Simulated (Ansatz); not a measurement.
Values for one crystal, relaxed and computed with DFT-LDA in the program Ansatz with PAW potentials; other levels are named.

| Item | Result |
|---|---|
| Volume per atom | 14.49 Å³ |
| Electronic character | metallic (no gap) |
| Bulk modulus (Birch–Murnaghan fit) | 288 GPa |
| Density of states at the Fermi level | 1.1 states/eV per atom (mean over ±0.08 eV) |
| Pressure derivative B′ | 4.7 |
| Highest zone-centre frequency | 269 cm⁻¹ |
| Debye temperature from the elastic constants | 381 K |

### Question
Which of these materials gives this?
A) ScIr3, Cu3Au type
B) ScAl3, Cu3Au type
C) ZrAl3, Cu3Au type
D) ScAg, CsCl type

### Answer
A, ScIr3, Cu3Au type

Space group Pm-3m (Cu3Au type). The first step of the workflow began from a Materials Project structure, measured or hypothetical; the Crystallography Open Database copy checked does not list it. With Sc and Ir taken as one species the cell has the higher symmetry Fm-3m, so it may be an ordered model of a mixed-site phase. Whether it is the stable phase at ambient conditions was not checked. The LDA relaxation kept the symmetry of its start; of distortions, only those at the zone centre were tested. No spin polarisation was allowed. As this level gives no gap, shear constants depend on the k-mesh and smearing (Fermi–Dirac, 0.1 eV here). As this level gives no gap, phonon frequencies hold no LO–TO term and depend on the k-mesh and smearing (Fermi–Dirac, 0.1 eV here). Spin–orbit coupling is left out wherever it is not named.

Potentials: the later of the program's two PAW sets.
